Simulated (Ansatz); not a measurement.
TiSi2 (C54 type, space group Fddd)

```xyz
6
Lattice="0.0000 4.1324 4.2824 2.4031 0.0000 4.2824 2.4031 4.1324 0.0000" Properties=species:S:1:pos:R:3 pbc="T T T"
Si     2.4031     5.4797     4.2824
Si     2.4031     2.7851     4.2824
Si     3.6047     4.8514     6.4236
Si     3.6047     7.5459     6.4236
Ti     0.0000     0.0000     0.0000
Ti     1.2016     2.0662     2.1412
```

This relaxed cell (volume V₀) is scaled evenly in all directions, its shape held. The atoms relax within the cell's symmetry.

Method: PBE (plane waves to 420 eV, PAW, scalar-relativistic; Ansatz, a quantum-chemistry and plane-wave program). k mesh 13×13×13 (Γ-centred), Fermi-Dirac smearing 0.05 eV. The energy includes the smearing's −TS. Compression counts positive. The PAW data are Ansatz's earlier set. TiSi2 is run without spin polarisation. TiSi2 was relaxed with its symmetry unable to fall. ΔE is measured from the relaxed starting cell.

### Question
What ΔE (meV/atom) and P (GPa) does the calculation give at V/V₀ = 0.880, 0.920, 1.080, 1.120, 1.160?

### Answer
```tsv
V/V₀	ΔE (meV/atom)	P (GPa)
0.880	114	24.1
0.920	47	14.3
1.080	35	-9.3
1.120	75	-12.7
1.160	124	-15.4
```

(A scan under strain: stresses follow from slopes of the energy per volume, elastic moduli from its curvatures.)
